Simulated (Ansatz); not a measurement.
Mg:
```yaml
crystal:
  lattice:
    - [0.00000, 4.14845, 4.14845]
    - [4.14845, 0.00000, 4.14845]
    - [4.14845, 4.14845, 0.00000]
  atoms:
    - { symbol: Mg, position: [0.75000, 0.75000, 0.75000] }
    - { symbol: Mg, position: [0.50000, 0.50000, 0.50000] }
    - { symbol: Mg, position: [0.12500, 0.62500, 0.12500] }
    - { symbol: Mg, position: [0.12500, 0.12500, 0.12500] }
    - { symbol: Mg, position: [0.62500, 0.12500, 0.12500] }
    - { symbol: Mg, position: [0.12500, 0.12500, 0.62500] }
```

Relaxed with PBE. Special points in fractions of this cell's reciprocal vectors: Γ (0.000, 0.000, 0.000); X (0.500, 0.000, 0.500); U (0.625, 0.250, 0.625); K (0.375, 0.375, 0.750); L (0.500, 0.500, 0.500); W (0.500, 0.250, 0.750).

### Question
List the band energies nearest the Fermi level at these points for PBE (plane waves, PAW; program Ansatz).

### Answer
In eV from the Fermi level; about four levels below and three above (degenerate sets whole), none deeper than 8.9 eV; points with the same levels are listed once.

```csv
k,below,above
Γ,-0.31 -0.06 -0.06 -0.06,1.55 1.55 1.81 1.81 1.81
X,-2.56 -2.56 -2.44 -2.44,3.15 3.15 3.25 3.25
U,-4.09 -2.31 -2.18 -0.26,1.49 1.59 2.23
L,-0.90 -0.90 -0.89 -0.89 -0.43,2.53 2.91 2.91
W,-3.83 -3.83 -0.25 -0.25,0.38 0.38 3.59 3.59
```

Space group Fd-3m. The start of the workflow was typed in or built on a structure type; neither database checked (COD, Materials Project) lists it. It is not the phase usual at ambient conditions (space group No. 194). The cell was relaxed with PBE under the symmetry of its start; its stability against distortions is not shown here.

Potentials: the later of the program's two PAW sets.
